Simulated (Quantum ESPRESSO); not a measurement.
## Band energies of MgZn₃S₄

```
MgZn3S4
1.0
    6.31228     0.00000     0.00000
    0.00000     3.85447     0.00000
   -0.00527     0.00000     6.69322
Mg S Zn
1 4 3
Direct
  0.50040   0.00000   0.66650
  0.11300   0.00000   0.66540
  0.12710   0.50000   0.16740
  0.63030   0.50000   0.84350
  0.62770   0.00000   0.32410
  0.49960   0.50000   0.16670
  0.99930   0.50000   0.83650
  0.99870   0.00000   0.32980
```

norm-conserving PBEsol (Quantum ESPRESSO, 84 Ry, scalar-relativistic); path ΓYHCEM1AXH1,MDZ,YD; energies in eV from the valence-band maximum.

```csv
k (1/Å),point,band 43,band 44,band 45,band 46,band 47,band 48,band 49,band 50
0.00,Γ,-0.80,-0.77,-0.07,-0.01,0.00,2.24,3.26,3.85
0.23,,-1.01,-0.79,-0.65,-0.18,-0.11,3.00,3.70,4.03
0.47,Y,-1.31,-0.66,-0.48,-0.45,-0.29,3.81,3.98,4.06
0.72,,-1.21,-0.73,-0.69,-0.63,-0.45,3.71,3.98,4.36
0.97,H,-1.23,-1.15,-0.99,-0.96,-0.67,4.11,4.19,4.37
0.97,C,-1.23,-1.15,-0.99,-0.96,-0.67,4.11,4.19,4.37
1.17,,-1.40,-1.31,-1.20,-1.10,-0.95,4.44,4.63,4.78
1.37,,-1.57,-1.42,-1.37,-1.21,-1.10,4.20,4.39,4.44
1.58,,-1.55,-1.40,-1.36,-1.21,-1.18,3.67,3.78,3.81
1.78,E,-1.50,-1.41,-1.34,-1.31,-1.22,3.45,3.54,3.55
1.78,M1,-1.50,-1.41,-1.34,-1.31,-1.22,3.45,3.54,3.55
2.02,,-1.85,-1.34,-1.33,-1.27,-1.12,3.88,4.02,4.03
2.25,A,-2.19,-1.36,-1.32,-1.25,-1.08,4.31,4.44,4.48
2.45,,-1.62,-1.42,-1.35,-1.16,-1.07,4.42,4.53,4.57
2.66,,-1.38,-1.18,-1.11,-1.02,-0.88,4.38,4.60,4.72
3.07,X,-1.30,-0.52,-0.52,-0.32,-0.30,3.40,3.45,3.59
3.30,,-1.23,-0.94,-0.86,-0.66,-0.46,3.66,3.85,4.09
3.53,H1,-1.23,-1.15,-0.99,-0.96,-0.67,4.11,4.19,4.37
3.53,M,-1.50,-1.41,-1.34,-1.31,-1.22,3.45,3.54,3.55
3.87,,-1.90,-1.37,-1.35,-0.89,-0.82,3.62,3.71,3.74
4.03,D,-1.97,-1.52,-1.51,-0.81,-0.72,3.56,3.84,4.30
4.19,,-2.13,-1.49,-1.49,-0.97,-0.89,3.91,4.17,4.56
4.34,,-2.43,-1.46,-1.43,-1.32,-1.21,4.56,4.75,4.94
4.50,Z,-2.46,-1.56,-1.51,-1.37,-1.30,4.58,4.72,5.27
4.50,Y,-1.31,-0.66,-0.48,-0.45,-0.29,3.81,3.98,4.06
4.66,,-1.43,-0.70,-0.65,-0.50,-0.49,4.06,4.28,4.50
4.83,,-1.71,-0.85,-0.83,-0.79,-0.68,4.44,4.64,4.93
4.99,,-1.95,-1.10,-0.99,-0.88,-0.80,4.18,4.39,4.60
5.32,D,-1.97,-1.52,-1.51,-0.81,-0.72,3.56,3.84,4.30
```

The PBEsol gap is direct, 2.24 eV at Γ.

Geometry of the Materials Project entry, not relaxed at this level.

The structure is a Materials Project entry; no match was found in the copy of COD used, and its stability was not checked.
